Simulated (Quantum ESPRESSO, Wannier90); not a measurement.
## CsBr (CsCl type): Wannier90 run

```xyz
2
Lattice="4.3256 0.0000 0.0000 0.0000 4.3256 0.0000 0.0000 0.0000 4.3256" Properties=species:S:1:pos:R:3 pbc="T T T"
Cs     0.0000     0.0000     0.0000
Br     2.1628     2.1628     2.1628
```

Structure: Materials Project mp-22906, symmetrised, not relaxed again. COD (Crystallography Open Database) has an entry of this formula and space group (matched by these alone). Level: PBEsol, no spin polarisation, no spin-orbit coupling; pw.x of Quantum ESPRESSO at 40 Ry with PseudoDojo potentials, 6×6×6 k-points, Wannier90. Density: 8×8×8 mesh, cold smearing 0.01 Ry. Spin-orbit coupling is left out although heavy elements are present.

Functional, cutoff and mesh named above are those of the base row (40); the first column says what each row takes instead. Model: 4 functions from bands 2,6-8, start SCDM (isolated) (the valence bands). Energies are relative to the valence-band maximum; the misfit is to pw.x on a path, for all bands of the set. Only the plane-wave cutoff changes (density cutoff four times as high). Ω_total can sit in another minimum from row to row; Ω_I of an isolated set cannot. A star marks runs that hit the step limit.

```
ecutwfc (Ry)  Ω_I (Å²)  Ω_total (Å²)  rms misfit (meV)  gap (eV)  ΔE to highest cutoff (meV/atom)  plane waves a k-point, about (cost)  rough cost of nscf and overlaps (first row = 1)
------------  --------  ------------  ----------------  --------  -------------------------------  -----------------------------------  -----------------------------------------------
20                5.91          6.79               3.7     4.246                            783.7                                  820                                              1.0
25                5.87          6.74               1.4     4.217                            201.7                                 1200                                              1.6
30                5.86          6.74               0.8     4.227                             46.4                                 1500                                              1.8
40                5.85         6.73*               0.9     4.232                              2.2                                 2300                                                4
50                5.85          6.73               0.8     4.233                                …                                 3300                                                5
63                5.85          6.73               0.9     4.233                              0.0                                 4600                                                9
```

Problem. Some entries are withheld; supply them.

Solution. 
- 50, ΔE to highest cutoff (meV/atom): 0.2
